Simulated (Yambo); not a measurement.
Yambo run on RbCl (rock salt, space group Fm-3m, No. 225). The wavefunctions come from this Quantum ESPRESSO step (LDA, PseudoDojo standard norm-conserving files, scalar-relativistic):

```
&CONTROL
  calculation = 'nscf'
  pseudo_dir = './pseudo'
  outdir = './out'
/
&SYSTEM
  ibrav = 0
  nat = 2
  ntyp = 2
  ecutwfc = 56.0
  ecutrho = 224.0
  occupations = 'fixed'
  force_symmorphic = .true.
  nbnd = 160
/
&ELECTRONS
  conv_thr = 2e-09
  diago_full_acc = .true.
  diago_thr_init = 1e-08
/
ATOMIC_SPECIES
Cl 35.4500 Cl.upf
Rb 85.4678 Rb.upf
CELL_PARAMETERS angstrom
  0.000000000000   3.188888814000   3.188888814000
  3.188888814000   0.000000000000   3.188888814000
  3.188888814000   3.188888814000   0.000000000000
ATOMIC_POSITIONS crystal
Cl   0.500000000000   0.500000000000   0.500000000000
Rb   0.000000000000   0.000000000000   0.000000000000
K_POINTS automatic
4 4 4 0 0 0
```

Yambo input:

```
rim_cut
gw0
dyson
el_el_corr
HF_and_locXC
ppa
em1d
RandQpts= 1000000
RandGvec= 1 Ry
EXXRLvcs= 56 Ry
VXCRLvcs= 224 Ry
Chimod= "HARTREE"
% BndsRnXp
 1 | 159 |
%
NGsBlkXp= 10 Ry
% LongDrXp
 1.0 | 1.0 | 1.0 |
%
PPAPntXp= 27.2114 eV
% GbndRnge
 1 | 159 |
%
GTermKind= "BG"
DysSolver= "n"
ExtendOut
% QPkrange
 1 | 1 | 8 | 9 |
 3 | 3 | 8 | 9 |
 7 | 7 | 8 | 9 |
 8 | 8 | 8 | 9 |
%
```

k points by index: 1 = Γ, 3 = L, 7 = X, 8 = W.

Resulting energies as the program prints them:

```
#    K-point    Band    Eo [eV]    E [eV]    E-Eo [eV]    Vxc [eV]    Vnlxc [eV]    Sc|Eo [eV]    Sc|E [eV]    dSc/dw|Eo [eV]    Re(Z)    Im(Z)
#
    1    8    0.000000    -2.240063    -2.240063    -14.01515    -18.61750    1.838541    2.362285    -6.361655    0.810508    -0.001912
    1    9    4.847975    5.867723    1.019748    -7.648339    -3.396344    -3.084065    -3.232246    -3.953778    0.873134    -0.867004E-3
    3    8    -0.452404    -2.682377    -2.229972    -13.45830    -18.12539    1.901749    2.437118    -6.529992    0.806432    -0.005478
    3    9    7.639860    8.736554    1.096694    -7.632129    -3.275707    -3.135912    -3.259728    -3.066605    0.898377    0.017522
    7    8    -0.093094    -2.344069    -2.250975    -13.95238    -18.57387    1.845793    2.370509    -6.342495    0.810971    -0.002068
    7    9    5.753731    6.954808    1.201077    -7.386538    -3.092121    -2.924099    -3.093340    -3.833995    0.876503    -0.855627E-3
    8    8    -0.244851    -2.495292    -2.250440    -13.72762    -18.34123    1.839646    2.363174    -6.329428    0.811284    -0.002508
    8    9    7.437424    8.646422    1.208997    -8.096974    -3.571325    -3.133798    -3.316652    -4.115448    0.868629    -0.359890E-3
```
(The two width columns are left out.) Convergence of these settings isn't established.

Geometry relaxed with LDA.
